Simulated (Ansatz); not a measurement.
Polymorphs of GeW, each relaxed with PBE (plane waves, PAW; program Ansatz):

A: Cmcm, a = 3.1799 Å, b = 9.1234 Å, c = 4.3843 Å, α = β = γ = 90.00°

B: I4_1md, a = b = 3.4452 Å, c = 10.9911 Å, α = β = γ = 90.00°

C: P-6m2, a = b = 3.2123 Å, c = 3.6086 Å, α = β = 90.00°, γ = 120.00°

D: rock salt (Fm-3m), a = b = c = 5.156 Å, α = β = γ = 90.00°

E: NiAs type (P6_3/mmc), a = 3.1918 Å, b = 3.1918 Å, c = 7.2932 Å, α = 90.00°, β = 90.00°, γ = 120.00°

F: CsCl type (Pm-3m), a = 3.1356 Å, b = 3.1356 Å, c = 3.1356 Å, α = 90.00°, β = 90.00°, γ = 90.00°

Order them by energy per atom at 0 K (lowest first) at the level PBE.

B (+0 meV/atom), C (+7 meV/atom), E (+29 meV/atom), A (+170 meV/atom), F (+203 meV/atom), D (+665 meV/atom)

Constructed cells (a structure type filled with these elements, in neither database checked): A; B; C; D; E; F. All cells were relaxed under the symmetry of their starts (and spin orders); stability against distortions was not tested throughout. Rows with no word on spin ran without spin polarisation. Spin–orbit coupling is left out wherever it is not named.

Energies hold the estimated change up to a 700 eV cutoff; steps of a few meV lie near the error of the meshes.

Potentials: the later of the program's two PAW sets.
